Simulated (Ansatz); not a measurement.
Here is the system:

MoSi2 (MoSi2 type, space group I4/mmm)

```yaml
crystal:
  lattice:
    - [-1.60850, 1.60850, 3.93661]
    - [1.60850, -1.60850, 3.93661]
    - [1.60850, 1.60850, -3.93661]
  atoms:
    - { symbol: Mo, position: [0.00000, 0.00000, 0.00000] }
    - { symbol: Si, position: [0.33511, 0.33511, 0.00000] }
    - { symbol: Si, position: [0.66489, 0.66489, 0.00000] }
```

E(V) scan at fixed shape, V₀ the volume above. The atoms relax within the cell's symmetry.

The numbers are results of PBE (plane waves to 420 eV, PAW, scalar-relativistic; Ansatz, a first-principles code), not measurements. k mesh 20×20×20 (Γ-centred), Fermi-Dirac smearing 0.05 eV. The energy includes the smearing's −TS. Stress and pressure are positive under compression. With the shape held, the modulus is that of even scaling; a crystal free to change shape is softer. MoSi2 is run without spin polarisation. MoSi2 was relaxed with its symmetry unable to fall. The PAW data are Ansatz's earlier set. The zero of ΔE is the relaxed starting cell.

The scan covers V/V₀ from 0.940 to 1.060 in 13 points.

Q: What pressure does the cell carry at V/V₀ = 0.940?

A: 14.6 GPa.

Q: What is ΔE at V/V₀ = 0.940?

A: 35 meV/atom.

Q: What is ΔE at V/V₀ = 1.060?

A: 28 meV/atom.

(Under strain, the slope of the energy per volume gives the stress and its curvature an elastic modulus.)
